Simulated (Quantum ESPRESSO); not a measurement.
```cif
data_Ge3Te3
_chemical_formula_sum 'Ge3 Te3'
_space_group_name_H-M_alt 'R3m :H'
_space_group_IT_number 160
_space_group_name_Hall 'R 3 -2"'
_cell_length_a 4.18899
_cell_length_b 4.18899
_cell_length_c 11.03708
_cell_angle_alpha 90.000
_cell_angle_beta 90.000
_cell_angle_gamma 120.000
loop_
_atom_site_label
_atom_site_type_symbol
_atom_site_symmetry_multiplicity
_atom_site_Wyckoff_symbol
_atom_site_fract_x
_atom_site_fract_y
_atom_site_fract_z
_atom_site_occupancy
Ge1 Ge 3 a 0.00000 0.00000 0.99223 1
Te1 Te 3 a 0.00000 0.00000 0.52878 1
```
(The calculation used a cell of 2 atoms; values per cell refer to that cell.)

The geometry is that of Materials Project entry mp-938, symmetrised and not relaxed again.

Problem. What does LDA (pw.x of Quantum ESPRESSO, ONCV potentials, scalar-relativistic) give for the electronic structure near the Fermi level?

Solution. The LDA gap is 0.54 eV; at least one edge lies off the plotted path, at a point of the SCF mesh. The smallest direct gap is 0.78 eV. Spin-orbit coupling is left out, which matters for elements this heavy: edges can move by tenths of an eV.

The distance between layers or molecules is the database entry's, not relaxed here. Functionals without dispersion can leave it too large, which widens gaps and weakens the response across layers: the numbers belong to this cell.
